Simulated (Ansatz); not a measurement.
Simulated powder pattern, Cu Kα, λ = 1.54184 Å (kinematic, ideal powder, no thermal factors, no anomalous dispersion; the 30 strongest lines at most, above 1 %, up to 2θ = 90°):

| 2θ (°) | d (Å) | I/Imax (%) |
|---|---|---|
| 11.41 | 7.753 | 56 |
| 22.94 | 3.876 | 3.6 |
| 25.68 | 3.470 | 36 |
| 34.68 | 2.586 | 100 |
| 34.71 | 2.584 | 39 |
| 40.27 | 2.239 | 94 |
| 42.01 | 2.151 | 17 |
| 46.83 | 1.940 | 45 |
| 46.88 | 1.938 | 6.8 |
| 48.37 | 1.882 | 7.0 |
| 52.77 | 1.735 | 1.5 |
| 52.80 | 1.734 | 7.6 |
| 54.17 | 1.693 | 9.5 |
| 58.29 | 1.583 | 8.3 |
| 59.59 | 1.551 | 31 |
| 64.71 | 1.441 | 8.9 |
| 68.39 | 1.372 | 14 |
| 68.42 | 1.371 | 8.5 |
| 69.60 | 1.351 | 2.3 |
| 69.65 | 1.350 | 16 |
| 73.21 | 1.293 | 5.6 |
| 74.36 | 1.276 | 1.8 |
| 77.93 | 1.226 | 5.2 |
| 79.01 | 1.212 | 17 |
| 79.03 | 1.212 | 14 |
| 82.46 | 1.170 | 23 |
| 82.52 | 1.169 | 4.0 |
| 83.61 | 1.157 | 2.2 |
| 87.02 | 1.120 | 4.5 |
| 88.22 | 1.108 | 2.2 |

The pattern belongs to a structure relaxed with PBE (plane waves, PAW; program Ansatz).

Problem. Which of these materials gives this?
A. SiSn, CsCl type
B. NbSnS, P4/nmm (Nb on 2c, Sn on 2a, S on 2c)
C. Mg3SnO, anti-perovskite
D. NbAs, CsCl type

Solution. B, NbSnS, P4/nmm (Nb on 2c, Sn on 2a, S on 2c)

Problem. Give the lattice parameters.

Solution. a = 3.880 Å, c = 7.753 Å.

The start of the workflow was typed in or built on a structure type; neither database checked (COD, Materials Project) lists it. Its standing as an ambient phase is unchecked. The cell was relaxed with PBE under the symmetry of its start; its stability against distortions is not shown here. The workflow began spin-polarised and lost its moments. Scalar-relativistic: spin–orbit coupling is off unless named, which matters more the heavier the elements.

Potentials: the earlier of the program's two PAW sets.
